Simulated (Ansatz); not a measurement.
**Question.** Bi (diamond, Fd-3m) is relaxed with PBE (plane waves, PAW; program Ansatz). What lattice parameters of the conventional cell result?

**Answer.** a = 7.289 Å.

The start of the workflow was typed in or built on a structure type; neither database checked (COD, Materials Project) lists it. It is not the phase usual at ambient conditions (space group No. 166). The cell was relaxed with PBE under the symmetry of its start; its stability against distortions is not shown here. Scalar-relativistic: spin–orbit coupling is off unless named, which matters more the heavier the elements.

Potentials: the later of the program's two PAW sets.
